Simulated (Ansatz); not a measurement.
## Run on VW (Cmmm) — total moment held at 0.3 μB

The calculation used DFT, PBEsol, all-electron LAPW, scalar-relativistic (Ansatz).

Command: `ansatz run input.yaml --threads 1 --pin off --max-ram 3072MiB --backend cpu --events-out ev --progress --plain --runs-dir out`

```yaml
crystal:
  lattice:
    - [1.54504533, -2.2194217362, 0.0]
    - [1.54504533, 2.2194217362, 0.0]
    - [0.0, 0.0, 4.2714039101]
  atoms:
    - { symbol: V, position: [0.0, 0.0, 0.0], spin: 0.15 }
    - { symbol: W, position: [0.5, 0.5, 0.5], spin: 0.15 }
magnetization:
  spin_polarized: true
  initial_magnetization: 0.3
  spin_locking: { lock_magnetization: hard }
kpoints:
  mp_grid: { grid: [11, 11, 7] }
scf:
  occupations: { method: fermi_dirac, width: 0.03 }
  lower_state_search: "off"
hamiltonian:
  xc: pbesol
  pseudopotentials: { kind: all_electron, lapw: { basis_error: 0.001 } }
output:
  forces: true
  stress: true
  eigenvalues: false
```

Log:

```
settings of this run that can trade accuracy for cost: output.eigenvalues: false. Do not mix this run's numbers with those of runs without the same settings; the input reference describes each key
LAPW: plane waves up to 8.821 Å⁻¹, error target 1.0e-3 eV per atom; small_component_spin mean_spin; V in spheres of 1.284 Å, 13 of its electrons in bands, Dirac shells []; W in spheres of 1.352 Å, 44 of its electrons in bands, Dirac shells [] (how accurate: hamiltonian.pseudopotentials.lapw.basis_error, Limitations)
Engine: ansatz 0.2.0
Pseudopotentials: kind: all_electron
Pseudopotential: V, LAPW, valence charge 13, lapw/all_electron/scalar/gaussian/V, Koelling and Harmon's equation, gaussian nucleus
Pseudopotential: W, LAPW, valence charge 44, lapw/all_electron/scalar/gaussian/W, Koelling and Harmon's equation, gaussian nucleus
Functional definition: PBEsol
  exchange = pbesol_x
  correlation = pbesol_c
Crystal: 2 atoms, lattice volume = 29.294 Å³
Basis set: ecut = 296.43205477747455 eV, 345 PW (Γ), exchange–correlation at level 2
Bands: 35, of which v1, the nominal top of the filled ones, is band 29 counted from 1 (28 counted from 0)
Symmetry: 8 space group operations
Space group: Cmmm (ITA 65), of the structure as read, at distance tolerance 3.1e-5 Å
Magnetic group: BNS 65.481 (UNI 579), of the structure as read, at distance tolerance 3.1e-5 Å
k-points: 144 of 847
Non-local potential: V, projectors of the file, none
Non-local potential: W, projectors of the file, none
Initial density: superposition of atomic densities (chi_scale 0.1, normalization cell)
Starting moments: Σ|m| = 0.3 μB on 2 of 2 sites
Initial wavefunctions: plane waves of lowest kinetic energy (no species holds an atomic orbital)
Functional: x = pbesol(κ = 0.804, μ = 0.12345679012345678), c = pbesol(β = 0.046)
iter 1 solved again at ethr=6.88e-4 eV; its pass at ethr=1.00e-1 eV (dr2=3.92e-1 eV) is discarded
SCF iter   1: F=—  HF=-464879.620205 eV  |F-HF|=—  |Δ(HF+E_count)|=         —  Δρ=1.96e-2 (↑1.96e-2 ↓1.73e-2)  dr2=3.93e-1  dr2_m=9.69e-4  M=0.300 μB ∫|m|=0.300 μB  β_m=0.30  ethr=6.88e-4  ⟨swp⟩=2.4  Hψ=61849  notcnv=0
preconditioner: auto → Kerker (q_TF=auto, 3.048 Å⁻¹)  [metal: Δε(μ)=0.006 eV  Ē_g=26.194 eV  σ=0.030 eV  W_gap=0.05  n_scr=18 (ndim 8)  ℏωp=41.7 eV  f_vac=0.000  D(μ)=2.17/eV (n_scr^D=22)]
spin=Collinear: Kerker preconditioning applied to the charge; magnetization (m = ρ↑ − ρ↓) channel mixes plain (no charge-response kernel on spin).
[...]
the basis was enlarged: its passes take 979.5 KiB over the memory plan, 2 of 2 planned eigensolver slots
[...]
SCF iter   9: F=—  HF=-464879.081052 eV  |F-HF|=—  |Δ(HF+E_count)|=   2.01e-6  Δρ=1.75e-5 (↑1.24e-5 ↓1.75e-5)  dr2=3.88e-7  dr2_m=5.37e-9  M=0.300 μB ∫|m|=0.301 μB  β_m=0.90  ethr=2.76e-8  ⟨swp⟩=2.0  Hψ=29851  notcnv=0
[...]
Magnetization: 0.3000 μB (28.6500 up, 28.3500 down)
Absolute magnetization: 0.3012 μB (∫|ρ↑−ρ↓|)
Spin contamination: 0.0012 ħ² per cell (⟨S²⟩ above its minimum at these occupations)
Per-site moments (μB) at R_I (Å): [(0.2166439054769338, 1.283851718857674), (0.03201365595331396, 1.3521277396133333)]
Free energy (F): -464879.081052 eV
Harris-Foulkes:  -464879.081052 eV  (|F-HF|=1.33e-8)
Internal energy: -464879.075731 eV  (E = F + TS)
E sigma→0 (E₀):  -464879.078391 eV
Entropy (-TS):   -0.005321 eV (-2.661 meV/atom)
Fermi energy:    23.153239 (↑ 23.266850, ↓ 23.039627) eV
--- Per-component energies (eV) ---
  E_band       = -4635.633699
  E_kinetic    = 517770.329598
  E_xc         = -9912.555652
  E_electrostatic = -972736.849677  (all electrons and nuclei)
  E_smearing   = -0.005321  (= −TS)
  E_closure    = 0.000000  (closes the sum)
  E_atoms      = -464857.639173  (free atoms, spherical and without spin; not in F)
  Σ components = -464879.081052   (vs F -464879.081052, Δ=0.00e0)
  Basis errors (estimates in eV, not in F): energy 2.1e-4 per atom: plane waves 1.6e-4 (8.6e-5 summed), levels above the bands 3.5e-51, relativity 2.9e-8, radial functions 4.2e-5, core shells 1.6e-7; eigenvalues (radial functions only) 9.6e-7; not estimated: angular momenta, meshes, grids; target (lapw.basis_error) 1.0e-3; muffin-tin radii V 1.284 Å, W 1.352 Å
--- Forces (eV/Å), atoms counted from 1 ---
  atom   1  V     -0.00000000     0.00000000     0.00000000
  atom   2  W      0.00000000    -0.00000000     0.00000000
  max |Σ_I F_I| component: 1.97e-31 eV/Å
--- Stress (GPa, compression-positive) ---
       -5.440788       0.000000       0.000000
        0.000000      -5.382301       0.000000
        0.000000       0.000000      -4.465079
  P = ⅓ Tr σ = -5.0961 GPa (-50.961 kbar)
settings of this run that can trade accuracy for cost: output.eigenvalues: false. Do not mix this run's numbers with those of runs without the same settings; the input reference describes each key
```

Site moments (μB): V1 0.22, W2 0.03. Cell moment 0.30 μB.

The magnetic group in the log treats spin as a scalar label, without spin–orbit coupling.

The Ansatz runs typed with the search for lower states off end where their start leads. Spin–orbit coupling is left out although heavy atoms are present. These are results for the start and cell typed. The real compound can order otherwise, in a larger cell, or not at all, since semilocal functionals at zero temperature often overstate magnetism.

It took 83 s on 1 thread of Intel(R) Xeon(R) CPU @ 2.80GHz (Skylake/Cascade Lake) (shared host), peak memory 0.92 GiB.
